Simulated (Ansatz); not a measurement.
## Ca: energy along a strain

Ca, Im-3m, a = 4.480 Å (as given, not relaxed at this level: -0.6 GPa). This isn't the element's structure at ambient conditions. Ansatz: r2SCAN, PAW, 500 eV, Γ-centred 16×16×16 mesh on 1 atom, Gaussian smearing 0.15 eV; no spin polarisation. Cell vectors (Å): -2.240 2.240 2.240; 2.240 -2.240 2.240; 2.240 2.240 -2.240. The cell is strained by x per cent times the pattern (0 1 0 0 0 0) in the order xx yy zz yz xz xy (engineering shears), with fractional coordinates held. y is the free energy over the start, V0 = 44.958 Å³/atom.

```tsv
x (%)	y (meV/atom)
-4.00	?
-3.00	-3.16
-2.00	-2.60
-1.00	-1.54
0.00	0.00
1.00	1.99
2.00	4.41
3.00	7.23
3.50	8.78
4.00	10.42
```

**Question.** Fit y = c1 x + c2 x² + c3 x³ to the other rows, get the stiffness along the pattern, and predict the missing energy.

**Answer.** Least squares on the rows shown. y = 1.770 x + 0.2261 x² − 0.004316 x³. The clamped-ion stiffness p·C·p = 2 × 2.261 eV × 160.2 / 44.958 Å³ = 16.1 GPa, which is C22 in these axes (C11 of the cubic crystal) (second derivative at the start, which stands under stress). At x = -4.00 the fit asked for gives -3.19 meV/atom. The run gave -3.18 meV/atom, so the fit is 0.01 meV/atom too low, a small miss on the scale of the series.